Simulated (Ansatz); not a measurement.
Relaxed-ion elastic tensor of SiO$_{2}$ in space group R-3m (No. 166; Pearson symbol hR36) in GPa (Voigt order), DFT-r²SCAN in the program Ansatz with PAW potentials; density 1.51 g/cm³, 22.01 Å³ per atom.

```
 103  66.3  63.2   3.8   0.0   0.0
66.3   103  63.2  -3.8   0.0   0.0
63.2  63.2  63.2   0.0   0.0   0.0
 3.8  -3.8   0.0  25.4   0.0   0.0
 0.0   0.0   0.0   0.0  25.4   3.8
 0.0   0.0   0.0   0.0   3.8  18.5
```

Is the crystal mechanically stable?

Yes: the smallest eigenvalue of C is 12.4 GPa.

Work out the Voigt, Reuss and Hill averages.

K_V = 72.8, K_R = 63.2, K_H = 68.0; G_V = 19.0, G_R = 14.2, G_H = 16.6 GPa.

Give Young's modulus, Poisson's ratio, Pugh's ratio and the universal anisotropy index.

E = 9KG/(3K + G) = 46.0 GPa; ν = 0.39; K/G = 4.10 (ductile by the Pugh limit of 1.75); A_U = 5G_V/G_R + K_V/K_R − 6 = 1.86.

Estimate the sound speeds and the Debye temperature.

v_l = √((K + 4G/3)/ρ) = 7720 m/s, v_t = √(G/ρ) = 3310 m/s, mean 3740 m/s; Θ = (h/k)(3n/4πV)^(1/3) v_m = 398 K.

How much does each axis shrink under pressure?

Linear compressibilities β_i = Σ_j S_ij (j = 1 to 3): x -0.0028, y -0.0028, z 16 per TPa.

The workflow started from a Materials Project entry (that database holds measured and hypothetical structures alike); the Crystallography Open Database copy checked does not list it. It is not the phase usual at ambient conditions (space group No. 92, 152, 154). The r²SCAN relaxation kept the symmetry of its start; whether a distortion lowers the energy is not shown.

Potentials: the earlier of the program's two PAW sets.
